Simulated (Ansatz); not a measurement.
Energy against total moment in Ni

System: Ni, a measured crystal structure (space group Fm-3m); the cell holds 1 atom. Source: COD entry 9012972; the sample's temperature and pressure aren't taken into account, and it need not be the stable phase.

```yaml
crystal:
  lattice:
    - [0.00000, 1.76510, 1.76510]
    - [1.76510, 0.00000, 1.76510]
    - [1.76510, 1.76510, 0.00000]
  atoms:
    - { symbol: Ni, position: [0.00000, 0.00000, 0.00000] }
```

Numbers behind element symbols give the atom's place in this list.

All numbers below come from Ansatz development build ahead of 0.2.0, DFT, PBE, PAW, plane waves, scalar-relativistic.

```yaml
plane_wave_cutoff: 420 eV
k_point_mesh: 15×15×15 (Γ-centred)
occupations: Fermi–Dirac smearing, 0.1 eV
valence_electrons: 18
```

The total moment includes the space between the atomic spheres.

A small moment in a metal is sensitive to the mesh and the smearing.

The total moment of the cell is held fixed (separate Fermi levels for the two spins), shared at the start among the Ni atoms with one sign; no search for lower states follows. F is the free energy per cell, and F(lowest) that of the lowest run, the runs with a free moment included. A row is the solution that its start led to, not a proven minimum at that M. The run at M = 0 starts without moments and gives the spin-unpolarised solution. The cell holds one magnetic atom, so only parallel order fits; orders in a larger cell may lie lower.

The run at M = 0.96 μB took 5.1 s on 2 threads of x86-64 server CPU, with other jobs on the host, peak memory 0.29 GiB.

| fixed M (μB/cell) | F − F(lowest) (meV/cell) | moments of Ni1 (μB) |
| --- | --- | --- |
| 0.00 | 36 | 0.00 |
| 0.24 | 29 | 0.26 |
| 0.48 | ? | ? |
| 0.72 | 5 | 0.75 |
| 0.96 | ? | ? |
| 1.20 | 231 | 1.18 |
| 1.44 | 505 | 1.38 |
| 1.68 | 899 | 1.56 |
| 1.92 | 1460 | 1.74 |

(1) Fill in the row for M = 0.48 μB.

(2) Fill in the row for M = 0.96 μB.

(3) Where do runs with a free total moment end?

Results:

(1) 9 meV; moments Ni1 0.51 μB.

(2) 70 meV; moments Ni1 0.98 μB.

(3) “usual moment scaled by 0.1, free total moment [Ni1 0.20 μB]” ends at 0.64 μB, 0 meV; “usual moment, free total moment [Ni1 2.00 μB]” ends at 0.64 μB, 0 meV.
